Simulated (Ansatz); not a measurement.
## Cd$_{5}$Se$_{2}$S$_{3}$ (R3m) at 2 levels of theory

One geometry, relaxed with PBE; plane waves with PAW potentials in Ansatz, scalar-relativistic. No spin polarisation. Gaps are the least over mesh and band path; pressure is positive in compression.

```
Cd Se S
1.0
     2.13212    1.23098   17.43722
    -2.13212    1.23098   17.43722
     0.00000   -2.46196   17.43722
Cd Se S
5 2 3
Direct
  0.00334 0.00334 0.00334
  0.40107 0.40107 0.40107
  0.79891 0.79891 0.79891
  0.19676 0.19676 0.19676
  0.60010 0.60010 0.60010
  0.24800 0.24800 0.24800
  0.65121 0.65121 0.65120
  0.05235 0.05235 0.05235
  0.45020 0.45020 0.45020
  0.84805 0.84805 0.84805
```

```json
{"level": "PBE", "cutoff (eV)": "420", "k mesh": "12×12×12", "gap (eV)": "0.58", "pressure (GPa)": "0.0"}
```

Problem. What comes out on the same cell with LDA?

Solution.
| level | cutoff (eV) | k mesh | gap (eV) | pressure (GPa) |
| --- | --- | --- | --- | --- |
| LDA | 420 | 12×12×12 | 0.32 | -4.6 |

The cell was found from a structure generator's guess, not taken from experiment.
